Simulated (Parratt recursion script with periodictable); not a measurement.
## Peak EUV reflectivity of a Si/Mo multilayer on Si against the number of periods

```
layer, from the top  thickness (Å)  density (g/cm³)  rms roughness of its top face (Å)  δ at 13.5 nm  β at 13.5 nm
-------------------  -------------  ---------------  ---------------------------------  ------------  ------------
Si (in each period)             49            2.313                                  3  9.927 × 10⁻⁴      0.001813
Mo (in each period)             21           10.026                                  3       0.07476      0.006314
Si (substrate)                   –            2.313                                  3  9.927 × 10⁻⁴      0.001813
```

The refractive index is n = 1 − δ + iβ; the runs take δ and β at each wavelength of the scan. Vacuum lies above.

Densities are inputs, not measurements. They were set from computed cells of the Materials Project: Si from entry mp-149 (Fd-3m, 2.313 g/cm³); Mo from entry mp-129 (Im-3m, 10.026 g/cm³). A layer's crystal structure does not enter its constants, only its composition and density.

Simulated, not measured: EUV and soft X-ray reflectivity, Parratt recursion, Névot-Croce roughness, Henke tables (Parratt recursion script with periodictable 1.7.1).

Light falls at α = 6° from the surface normal. R is the mean of s and p polarisation. The wavelength is scanned from 12.42 to 14.58 nm in 161 evenly spaced points, without smoothing. The peak is the highest scan point; its wavelength and height come from a parabola through R at that point and its two neighbours.

The runs differ in the number of periods N alone.

```
N    peak λ (nm)  peak R (%)
---  -----------  ----------
5         13.754         7.4
15        13.633           ?
50        13.665        70.6
120       13.672        71.4
```

Task: Estimate the peak reflectivity for N = 15, trying the form R = R∞ tanh²(aN).

Result: Take R∞ from the largest stack, 71.4 % at N = 120. For the shown row under 97 % of it, y = artanh[(R/R∞)^½] is 0.334 at N = 5, so a = 0.0668. This form gives tanh²y = 1.000 at N = 120, in keeping with the choice of R∞. At N = 15, y = 1.002 and R = 71.4 × tanh²y = 41.5 %.

The run gave 38.9 %, so the form misses by 2.6 points.
